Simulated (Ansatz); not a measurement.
## ScPt: moving Sc off its site

ScPt, Pm-3m, a = 3.270 Å (as given, not relaxed at this level: -1.4 GPa). The structure is a COD entry; whether it is the stable form wasn't checked. Ansatz: PBEsol, PAW, 420 eV, Γ-centred 14×14×14 mesh on 2 atoms, Gaussian smearing 0.15 eV; no spin polarisation.

```
CELL_PARAMETERS angstrom
3.27000 0.00000 0.00000
0.00000 3.27000 0.00000
0.00000 0.00000 3.27000
ATOMIC_POSITIONS crystal
Sc 0.50000 0.50000 0.50000
Pt 0.00000 0.00000 0.00000
```

Atom 1 (Sc) moves by x along the unit vector (0.000, 0.000, 1.000), with its periodic images; all else is held. y is the free energy of the cell over the start, F the force along the path summed over the moved atoms. Symmetry makes y even in x.

```
  x (Å) y (meV) F (eV/Å)
-0.3000        ?         ?
-0.1500     40.1      0.54
 0.0000      0.0      0.00
 0.0375      2.5     -0.13
 0.0750     10.0     -0.27
 0.1125     22.5     -0.40
 0.1875     63.1     -0.69
 0.2250     91.6     -0.84
 0.2625    126.1     -1.00
```

Problem. Fit y = c2 x² + c4 x⁴ to the energies of the other rows, give the force constant, and predict energy and force of the missing row.

Solution. Least squares on the rows shown. y = 1759.3 x² + 1018.2 x⁴. The force constant is 2 c2 = 3.52 eV/Å² (for all images moving together, not for a lone atom). With two atoms in a cubic cell this is the optical mode at Γ (in a metal it hangs on mesh and smearing): ω = 521.5 √(2 c2/μ) = 162 cm⁻¹ for μ = 36.54 u. The force −dy/dx at the missing row is 1.17 eV/Å (computed 1.17). At x = -0.3000 the fit asked for gives 166.6 meV. The run gave 166.8 meV, so the fit is 0.2 meV too low, a small miss on the scale of the series.

Spin–orbit coupling is left out, which can shift energies with elements as heavy as these.